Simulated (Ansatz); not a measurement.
# Trial structures of CuSn3: starts and ends

The calculation used DFT PBE, scalar-relativistic, plane waves, PAW in Ansatz. All cells share a 420 eV cutoff and Γ-centred k meshes spaced at most about 0.3 Å⁻¹ (about 0.25 or finer for metals, 2π included). No spin polarisation in the final relaxations.

Each guess was relaxed in cell and atoms at zero pressure, within the symmetry of its start. These are static total energies at zero pressure. Coordination counts all near atoms (those within 1.25 times the shortest distance at each site; a plus sign parts nearer from farther groups; a slash parts the counts of unlike sites).

```tsv
guess	made from	start group	V start (Å³/atom)	end group	V end (Å³/atom)	coordination at the end	gap on mesh (eV)	E over the lowest end (meV/atom)
1	a Materials Project cell	I4/mmm	24.4	I4/mmm (TiAl3 (D0_22))	23.9	Cu 12, Sn 12	0	95
2	a Materials Project cell	P6_3/mmc	23.8	P6_3/mmc	26.1	Cu 6+2, Sn 2+6	0	0
3	random cell	P6/mmm	26.7	P6/mmm	29.1	Cu 2+6, Sn 2/6	0	233
4	random cell	Fm-3m	23.1	?	?	?	?	?
```

Guess 4 as it starts:

```
Cu Sn
1.0
     0.00000    3.59008    3.59008
     3.59008    0.00000    3.59008
     3.59008    3.59008    0.00000
Cu Sn
1 3
Direct
  0.00000 0.00000 0.00000
  0.50000 0.50000 0.50000
  0.25000 0.25000 0.25000
  0.75000 0.75000 0.75000
```

Q: Predict the end of this guess and its energy over the lowest end.

A: It ends in the BiF3 (D0_3) type, space group Fm-3m (No. 225), with a = 7.266 Å, 24.0 Å³/atom and no gap. It lies 126 meV/atom over the lowest end, above guess 1 and below guess 3. Counting all near atoms, this end has Cu 8+6, Sn 8+6 and the lowest (guess 2) has Cu 6+2, Sn 2+6.

```cif
data_structure
_symmetry_space_group_name_H-M 'Fm-3m'
_symmetry_Int_Tables_number 225
_cell_length_a 7.2663
_cell_length_b 7.2663
_cell_length_c 7.2663
_cell_angle_alpha 90.000
_cell_angle_beta 90.000
_cell_angle_gamma 90.000
_cell_volume 383.66
loop_
_atom_site_label
_atom_site_type_symbol
_atom_site_symmetry_multiplicity
_atom_site_Wyckoff_symbol
_atom_site_fract_x
_atom_site_fract_y
_atom_site_fract_z
_atom_site_occupancy
Cu1 Cu 4 a 0.00000 0.00000 0.00000 1
Sn1 Sn 4 b 0.50000 0.00000 0.00000 1
Sn2 Sn 8 c 0.25000 0.75000 0.75000 1
```

Energies over the elements count from the elements' standard structures at the same level, with no fitted energy shifts. The references include grey tin.

Q: Is the lowest end bound against the elements?

A: No: its formation energy is +0.14 eV/atom. It can't be a ground state, since the elements alone are lower.

Cells relaxed within their symmetry can be saddle points. Some structure types and database cells were kept out of the candidates from the start, so a known form may be missing.
